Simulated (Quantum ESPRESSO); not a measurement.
WMg3Rh2TiZn, input and log of a self-consistent run

Simulated, not a measurement. The program is pw.x of Quantum ESPRESSO 7.5 (plane-wave density functional theory). The cell is made up: eight metal atoms on a hexagonal close-packed lattice, with elements, volume, strain and displacements drawn at random and not relaxed, so it may be unstable or far from any real phase. PseudoDojo standard norm-conserving files set the functional (PBE unless stated); there is no spin polarisation or spin-orbit coupling, the Fermi-Dirac width of 0.25 eV means electrons at about 2900 K, and the masses in the input are unused placeholders. Heavy elements are run without spin-orbit coupling, which real alloys of them have. A spin test at this wide smearing found no moment, but such smearing suppresses magnetism that the real alloy may have.

Input:

```
&control calculation='scf', pseudo_dir='./dojo.nc.sr.pbe.v0_5.standard.upf', outdir='./o', disk_io='minimal', tprnfor=.true., tstress=.true. /
&system ibrav=0, nat=8, ntyp=5, nbnd=68, ecutwfc=87.97787729, nosym=.true., tot_charge=0,
 occupations='smearing', smearing='fd', degauss=0.0183746611
/
&electrons conv_thr=1.470e-08, electron_maxstep=70, mixing_beta=0.5 /
ATOMIC_SPECIES
Mg 1.0 Mg.upf
Rh 1.0 Rh.upf
Ti 1.0 Ti.upf
W 1.0 W.upf
Zn 1.0 Zn.upf
CELL_PARAMETERS angstrom
2.9403 0.0212 0.0251
1.4105 -2.5548 -4.9147
1.4839 7.7472 -4.936
ATOMIC_POSITIONS angstrom
W 0.0688 -0.1431 -0.0494
Mg 1.4975 2.6004 -4.9289
Rh 1.4233 -0.7654 -2.4853
Ti 2.9678 1.6484 -7.4308
Mg 2.9421 5.146 -5.0875
Rh 2.8179 0.0593 -4.8635
Zn 2.7029 1.6627 -2.487
Mg 4.4145 4.2394 -7.2732
K_POINTS automatic
8 4 3 1 1 1
```

The log is shortened where brackets say so; the opening notice, blank lines, dates and the lines on written files are dropped, and the path of the files is cut. It prints rydbergs, bohrs and kilobars, and counts compression as positive stress. Its total energy is the free energy E - TS of the whole cell.

```
     Program PWSCF v.7.5
     Parallel version (MPI & OpenMP), running on       4 processor cores
     Number of MPI processes:                 4
     Threads/MPI process:                     1
     [start-up lines left out]
     bravais-lattice index     =            0
     lattice parameter (alat)  =       5.5567  a.u.
     unit-cell volume          =    1008.1570 (a.u.)^3
     number of atoms/cell      =            8
     number of atomic types    =            5
     number of electrons       =       110.00
     number of Kohn-Sham states=           68
     kinetic-energy cutoff     =      87.9779  Ry
     charge density cutoff     =     351.9115  Ry
     scf convergence threshold =      1.5E-08
     mixing beta               =       0.5000
     number of iterations used =            8  plain     mixing
     Exchange-correlation= PBE
                           (   1   4   3   4   0   0   0)
     [axes and pseudopotential details left out]
   Cartesian axes
     site n.     atom                  positions (alat units)
         1        W      tau(   1) = (   0.0233975  -0.0486655  -0.0168000  )
         2        Mg     tau(   2) = (   0.5092700   0.8843443  -1.6762209  )
         3        Rh     tau(   3) = (   0.4840360  -0.2602973  -0.8452011  )
         4        Ti     tau(   4) = (   1.0092898   0.5605881  -2.5270674  )
         5        Mg     tau(   5) = (   1.0005497   1.7500523  -1.7301576  )
         6        Rh     tau(   6) = (   0.9583118   0.0201668  -1.6539797  )
         7        Zn     tau(   7) = (   0.9192026   0.5654512  -0.8457793  )
         8        Mg     tau(   8) = (   1.5012837   1.4417357  -2.4734707  )
     number of k points=    48  Fermi-Dirac smearing, width (Ry)=  0.0184
                       cart. coord. in units 2pi/alat
        k(    1) = (   0.0629567   0.0113149  -0.0626014), wk =   0.0416667
        k(    2) = (   0.0634825  -0.1787699   0.0363609), wk =   0.0416667
     [further k points left out]
     Dense  grid:   112487 G-vectors     FFT dimensions: (  36,  72, 108)
     Estimated max dynamical RAM per process >     374.02 MB
     Estimated total dynamical RAM >       1.38 GB
     Initial potential from superposition of free atoms
     starting charge     109.9941, renormalised to     110.0000
     Starting wfcs are   65 randomized atomic wfcs +    3 random wfcs
     total cpu time spent up to now is        5.2 secs
     per-process dynamical memory:   276.0 Mb
     Self-consistent Calculation
     iteration #  1     ecut=    87.98 Ry     beta= 0.50
     Davidson diagonalization with overlap
     ethr =  1.00E-02,  avg # of iterations =  3.0
     total cpu time spent up to now is       17.5 secs
     total energy              =   -1512.59763629 Ry
     estimated scf accuracy    <       2.07491648 Ry
     iteration #  2     ecut=    87.98 Ry     beta= 0.50
     Davidson diagonalization with overlap
     ethr =  1.89E-03,  avg # of iterations =  5.2
     total cpu time spent up to now is       31.4 secs
     total energy              =   -1512.48700742 Ry
     estimated scf accuracy    <      35.29741041 Ry
     iteration #  3     ecut=    87.98 Ry     beta= 0.50
     Davidson diagonalization with overlap
     ethr =  1.89E-03,  avg # of iterations =  6.8
     total cpu time spent up to now is       45.6 secs
     total energy              =   -1513.66974539 Ry
     estimated scf accuracy    <       5.18082834 Ry
     iteration #  4     ecut=    87.98 Ry     beta= 0.50
     Davidson diagonalization with overlap
     ethr =  1.89E-03,  avg # of iterations =  2.0
     total cpu time spent up to now is       55.7 secs
     total energy              =   -1513.83501876 Ry
     estimated scf accuracy    <       2.87769014 Ry
     iteration #  5     ecut=    87.98 Ry     beta= 0.50
     Davidson diagonalization with overlap
     ethr =  1.89E-03,  avg # of iterations =  1.5
     total cpu time spent up to now is       65.6 secs
     total energy              =   -1513.85984736 Ry
     estimated scf accuracy    <       0.40070370 Ry
     [iterations 6 to 12 left out]
     iteration # 13     ecut=    87.98 Ry     beta= 0.50
     Davidson diagonalization with overlap
     ethr =  1.53E-09,  avg # of iterations =  4.6
     total cpu time spent up to now is      150.3 secs
     total energy              =   -1513.90922196 Ry
     estimated scf accuracy    <       0.00000080 Ry
     iteration # 14     ecut=    87.98 Ry     beta= 0.50
     Davidson diagonalization with overlap
     ethr =  7.31E-10,  avg # of iterations =  2.0
     total cpu time spent up to now is      160.6 secs
     total energy              =   -1513.90922203 Ry
     estimated scf accuracy    <       0.00000005 Ry
     iteration # 15     ecut=    87.98 Ry     beta= 0.50
     Davidson diagonalization with overlap
     ethr =  4.31E-11,  avg # of iterations =  2.1
     total cpu time spent up to now is      171.8 secs
     total energy              =   -1513.90922202 Ry
     estimated scf accuracy    <       0.00000034 Ry
     iteration # 16     ecut=    87.98 Ry     beta= 0.50
     Davidson diagonalization with overlap
     ethr =  4.31E-11,  avg # of iterations =  2.0
     total cpu time spent up to now is      182.0 secs
     total energy              =   -1513.90922204 Ry
     estimated scf accuracy    <       0.00000005 Ry
     iteration # 17     ecut=    87.98 Ry     beta= 0.50
     Davidson diagonalization with overlap
     ethr =  4.31E-11,  avg # of iterations =  1.0
     total cpu time spent up to now is      191.3 secs
     End of self-consistent calculation
     [lines on levels left out]
!    total energy              =   -1513.90922204 Ry
     estimated scf accuracy    <          3.6E-09 Ry
     smearing contrib. (-TS)   =      -0.12281183 Ry
     internal energy E=F+TS    =   -1513.78641021 Ry
     The total energy is F=E-TS. E is the sum of the following terms:
     one-electron contribution =    -933.09876948 Ry
     hartree contribution      =     488.19838349 Ry
     xc contribution           =    -218.21849451 Ry
     ewald contribution        =    -850.66752970 Ry
     convergence has been achieved in  17 iterations
     Forces acting on atoms (cartesian axes, Ry/au):
     atom    1 type  4   force =    -0.00655407    0.07067129   -0.02628244
     atom    2 type  1   force =    -0.00684360   -0.05189315    0.00878300
     atom    3 type  2   force =    -0.00632566   -0.00477380    0.01872455
     atom    4 type  3   force =    -0.00838438   -0.01714265    0.02982889
     atom    5 type  1   force =     0.00698931    0.02878836    0.03360517
     atom    6 type  2   force =     0.00682339   -0.03775495   -0.01680600
     atom    7 type  5   force =     0.01270295   -0.02049226    0.01937363
     atom    8 type  1   force =     0.00159205    0.03259716   -0.06722680
     Total force =     0.143230     Total SCF correction =     0.000282
     Computing stress (Cartesian axis) and pressure
          total   stress  (Ry/bohr**3)                   (kbar)     P=     -105.48
  -0.00063798  -0.00004638  -0.00001103          -93.85       -6.82       -1.62
  -0.00004638  -0.00071867   0.00005178           -6.82     -105.72        7.62
  -0.00001103   0.00005178  -0.00079453           -1.62        7.62     -116.88
     init_run     :      4.53s CPU      4.78s WALL (       1 calls)
     electrons    :    184.34s CPU    186.05s WALL (       1 calls)
     forces       :      1.57s CPU      1.57s WALL (       1 calls)
     stress       :      5.24s CPU      5.25s WALL (       1 calls)
     [timing details left out]
     PWSCF        :   3m16.16s CPU   3m18.17s WALL
     JOB DONE.
```

In other units: free energy -20597.784 eV for the cell, pressure -10.55 GPa, largest force component 1.817 eV/Å in size. The run took 200 s of wall time with four MPI processes on a shared machine (Intel Xeon, 2023 or later, virtual cores), so the time is rough. A rerun of this cell at a higher cutoff and on a denser mesh moved values by no more than 0.004 eV in energy, 0.09 GPa in stress and 0.005 eV/Å in force, and a second program with other atomic files agreed on that cell to 2 % rms in force and 0.5 GPa in pressure.